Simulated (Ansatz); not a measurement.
**BaTiO₃: 17O NMR of the central transition**

Cell: a refined structure from the COD, ions relaxed with PBE at fixed cell.

```xyz
5
Lattice="3.9998 0.0000 0.0000 0.0000 3.9998 0.0000 0.0000 0.0000 4.0180" Properties=species:S:1:pos:R:3 pbc="T T T"
Ba    0.0000    0.0000    0.0001
Ti    1.9999    1.9999    1.9513
O     1.9999    1.9999    0.1017
O     1.9999    0.0000    2.0734
O     0.0000    1.9999    2.0734
```

Atom numbers follow the list; atoms alike are taken as one site, whose name carries the number of the first.

The numbers come from a DFT calculation in Ansatz (PBE, plane waves and PAW, scalar-relativistic, 420 eV cutoff, Γ-centred 6×6×6 k-points, Fermi–Dirac smearing 0.02 eV).

17O has I = 5/2 and Q = -25.58 mb (Pyykkö 2018); at 11.7 T its Larmor frequency is ν₀ = 67.6 MHz. Only the quadrupole interaction is simulated: positions count from each site's isotropic chemical shift, and J coupling is left out, as are shift anisotropy and dipolar coupling, which fast spinning averages.

Question: Give C_Q, η, the quadrupolar product P_Q = |C_Q|(1 + η²/3)^½, the second-order isotropic shift and the breadth of the pattern (fast magic-angle spinning) for each O site.

Answer: 

| site | first shell | C_Q (MHz) | η | P_Q (MHz) | δ_QIS (ppm) | breadth (kHz) |
| --- | --- | --- | --- | --- | --- | --- |
| O3 | 2 Ti at 1.85–2.17 Å, angle 180°; also 4 Ba at 2.83 Å | -0.977 | 0.00 | 0.977 | -1.25 | 0.181 |
| O4 | 2 Ti at 2.00 Å, angle 173°; also 4 Ba at 2.79–2.88 Å | -1.73 | 0.05 | 1.73 | -3.93 | 0.578 |

δ_QIS = −(ν_Q²/30ν₀²)[I(I+1) − 3/4](1 + η²/3) × 10⁶ ppm with ν_Q = 3|C_Q|/[2I(2I−1)]; it falls as 1/B₀² in ppm, and the breadth as 1/B₀ in kHz.

An axis of threefold or higher order runs through O3, so V_zz lies along it and η is zero. At O4 V_zz points along the line of its two bonds (within 1°).

At this cell the principal stresses reach 5 GPa in size with PBE, which can matter for small gradients.
